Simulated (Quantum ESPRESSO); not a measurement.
Inputs of pw.x and gipaw.x (a modified build of Quantum ESPRESSO, PBE) for MoS2; the starting potential comes from an earlier run on another mesh:

```
&CONTROL
  calculation = 'scf'
  prefix = 'x'
  pseudo_dir = './pseudo'
  outdir = './out'
  tprnfor = .true.
/
&SYSTEM
  ibrav = 0
  nat = 6
  ntyp = 2
  ecutwfc = 40
  ecutrho = 160
  occupations = 'fixed'
  nbnd = 26
/
&ELECTRONS
  conv_thr = 1e-11
  startingpot = 'file'
/
ATOMIC_SPECIES
Mo 95.950 Mo.GGA_PBE-JTH.UPF
S 32.060 S.GGA_PBE-JTH.UPF
CELL_PARAMETERS angstrom
    3.192240028156     0.000000000000     0.000000000000
   -1.596120014078     2.764560959361     0.000000000000
    0.000000000000     0.000000000000    13.378290000000
ATOMIC_POSITIONS crystal
Mo     0.666667000000     0.333333000000     0.250000000000
Mo     0.333333666667     0.666666333333     0.750000000000
S      0.666667000000     0.333333000000     0.633080000000
S      0.333333666667     0.666666333333     0.366920000000
S      0.333333666667     0.666666333333     0.133080000000
S      0.666667000000     0.333333000000     0.866920000000
K_POINTS automatic
9 9 2 1 1 1
```

```
&INPUTGIPAW
  job = 'nmr'
  prefix = 'x'
  tmp_dir = './out/'
  restart_mode = 'from_scratch'
  pawproj(1) = .true.
  pawproj(2) = .true.
  use_nmr_macroscopic_shape = .false.
/
```

Geometry: a computed entry of the Materials Project; it was not checked against measured cells. It is MoS2 in P6₃/mmc. Stability against distortions was not tested. The layers lie 3.6 Å apart; this gap hangs on dispersion, and neither it nor the stacking was checked against the measured crystal. The run has no spin polarisation.

Question: Give the final section of the GIPAW output.

Answer: 
```
     Total NMR chemical shifts in ppm: ---------------------------------------
     (adopting the Simpson convention for anisotropy and asymmetry)-----------

     Atom  1  Mo  pos: (  0.500001  0.288675  1.047720)  Total sigma:         257.71
          -278.2629          0.0000         -0.0000
             0.0000       -278.2629         -0.0000
             0.0000          0.0000       1329.6510

     Mo      1    anisotropy:   1607.91    eta:    0.0000

     Atom  2  Mo  pos: (  0.000001  0.577350  3.143159)  Total sigma:         257.71
          -278.2629         -0.0000          0.0000
            -0.0000       -278.2629          0.0000
            -0.0000          0.0000       1329.6510

     Mo      2    anisotropy:   1607.91    eta:    0.0000

     Atom  3  S   pos: (  0.500001  0.288675  2.653161)  Total sigma:         143.14
           244.9996          0.0000          0.0001
             0.0000        244.9996         -0.0000
             0.0001         -0.0000        -60.5646

     S       3    anisotropy:   -305.56    eta:    0.0000

     Atom  4  S   pos: (  0.000001  0.577350  1.537717)  Total sigma:         143.14
           244.9996         -0.0000         -0.0001
            -0.0000        244.9996          0.0000
            -0.0001          0.0000        -60.5646

     S       4    anisotropy:   -305.56    eta:    0.0000

     Atom  5  S   pos: (  0.000001  0.577350  0.557722)  Total sigma:         143.14
           244.9996         -0.0000          0.0001
            -0.0000        244.9996         -0.0000
             0.0001         -0.0000        -60.5646

     S       5    anisotropy:   -305.56    eta:    0.0000

     Atom  6  S   pos: (  0.500001  0.288675  3.633156)  Total sigma:         143.14
           244.9996          0.0000         -0.0001
             0.0000        244.9996          0.0000
            -0.0001          0.0000        -60.5646

     S       6    anisotropy:   -305.56    eta:    0.0000
```
The printed anisotropy is 3/2 (σ_33 − σ_iso) in the program's own order; the axes are left out here. Anisotropies that symmetry doesn't fix are less certain than the isotropic values. Shieldings are absolute and leave out the bulk-susceptibility term; a larger σ means a smaller chemical shift. By our sweeps, such settings leave a few ppm in absolute σ on light atoms and up to some 20 ppm from Zn on. Spin–orbit coupling is left out; its weight grows with the heaviest atom, Mo here. No d partial waves on S: the paramagnetic term there is incompletely reconstructed.
